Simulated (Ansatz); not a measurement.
## ScPd$_{3}$: sound and stiffness along [100], [110] and [111]

These are results of DFT LDA, scalar-relativistic, plane waves, PAW in Ansatz, not measurements. Plane waves to 420 eV; Γ-centred k mesh 12×12×12; Fermi-Dirac smearing of 0.15 eV. No spin polarisation.

Relaxed structure:
```
Sc Pd
1.0
     3.90273    0.00000    0.00000
     0.00000    3.90273    0.00000
     0.00000    0.00000    3.90273
Sc Pd
1 3
Direct
  0.00000 0.00000 0.00000
  0.00000 0.50000 0.50000
  0.50000 0.00000 0.50000
  0.50000 0.50000 0.00000
```

In a metal, frequencies and elastic constants depend on the k mesh and the smearing, soft modes and shear constants most.

With ions relaxed, on the cubic axes: C11 = 255.1, C12 = 151.6, C44 = 104.4 GPa. The density is 10.174 g/cm³.

Q: Is the crystal stable against strain, and how anisotropic is it?

A: Born's conditions hold: C11 + 2C12 = 558.3, C11 − C12 = 103.4 and C44 = 104.4 GPa are all positive. B = (C11 + 2C12)/3 = 186.1 GPa. The two shear moduli are C44 and C′ = (C11 − C12)/2 = 51.7 GPa, so Zener's ratio is A = C44/C′ = 2.02: the tetragonal shear C′ is the soft one, as in many fcc and bcc metals and zincblende crystals. The Cauchy pressure C12 − C44 is 47.2 GPa; it would vanish for pair forces between atoms on inversion centres at zero pressure, and a positive value is usual with metallic or many-body binding, and where atoms off inversion centres relax under shear, which lowers C44.

Q: Give the sound speeds along the three symmetry directions.

A: The Christoffel equation gives ρv² for each branch:
| direction | branch | ρv² | GPa | v (m/s) |
| --- | --- | --- | --- | --- |
| [100] | L | C11 | 255.1 | 5007 |
| [100] | T (×2) | C44 | 104.4 | 3204 |
| [110] | L | (C11 + C12 + 2C44)/2 | 307.8 | 5500 |
| [110] | T, u ∥ [001] | C44 | 104.4 | 3204 |
| [110] | T, u ∥ [1-10] | (C11 − C12)/2 | 51.7 | 2255 |
| [111] | L | (C11 + 2C12 + 4C44)/3 | 325.3 | 5655 |
| [111] | T (×2) | (C11 − C12 + C44)/3 | 69.3 | 2610 |

Q: How does Young's modulus depend on direction?

A: Inverting gives S11 = 7.041, S12 = -2.625, S44 = 9.577 TPa⁻¹. Along a unit vector (l, m, n), 1/E = S11 − 2(S11 − S12 − S44/2)(l²m² + m²n² + n²l²), where the last bracket is 0, 1/4 and 1/3 for [100], [110] and [111]: E = 142, 217 and 264 GPa. With A > 1 the body diagonal is stiffest. For a film on (001), the biaxial modulus is C11 + C12 − 2C12²/C11 = 226 GPa and the normal strain is −2C12/C11 = -1.19 times the in-plane one.